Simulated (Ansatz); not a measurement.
Theory: Ansatz, DFT PBE, scalar-relativistic, plane waves, PAW. Settings: cutoff 420 eV, Γ-centred meshes spaced at most about 0.3 Å⁻¹, and about 0.25 Å⁻¹ or finer for metals (2π included), Gaussian smearing. No spin polarisation in the final relaxations.

These are static total energies at zero pressure.

Two relaxed structures of HfNb2O2:

A.

```xyz
5
Lattice="-2.1164 2.1164 4.6131 2.1164 -2.1164 4.6131 2.1164 2.1164 -4.6131" Properties=species:S:1:pos:R:3 pbc="T T T"
Hf    0.0000    0.0000    0.0000
Nb    0.0000    2.1164    2.3065
Nb    2.1164    0.0000    2.3065
O     0.0000    0.0000    2.1859
O     0.0000    0.0000    7.0402
```

B.

```xyz
5
Lattice="3.2737 0.0000 0.0000 -1.6368 2.8351 0.0000 0.0000 0.0000 7.1980" Properties=species:S:1:pos:R:3 pbc="T T T"
Hf    0.0000    0.0000    0.0000
Nb    0.0000    1.8900    2.5364
Nb    1.6368    0.9450    4.6617
O     0.0000    1.8900    6.1045
O     1.6368    0.9450    1.0935
```

Question: Which form is favoured at zero pressure, and by what margin per atom?

Answer: B is lower, by 0.37 eV/atom. A has space group I4/mmm (No. 139), 16.5 Å³/atom and no gap on its mesh; B has space group P-3m1 (No. 164), 13.4 Å³/atom and no gap. Counting O atoms around Hf and Nb (those within 1.25 times the shortest such distance or 1.15 times the sum of covalent radii), A has Hf 2, Nb 4 and B has Hf 6, Nb 3. The denser one is the lower, and pressure would at first widen the difference. Both come from invented guesses.

Spin–orbit coupling, which can matter for Hf, is left out. A magnetic state wasn't ruled out in cells without spin, among them I4/mmm, P-3m1. Cells relaxed within their symmetry can be saddle points.
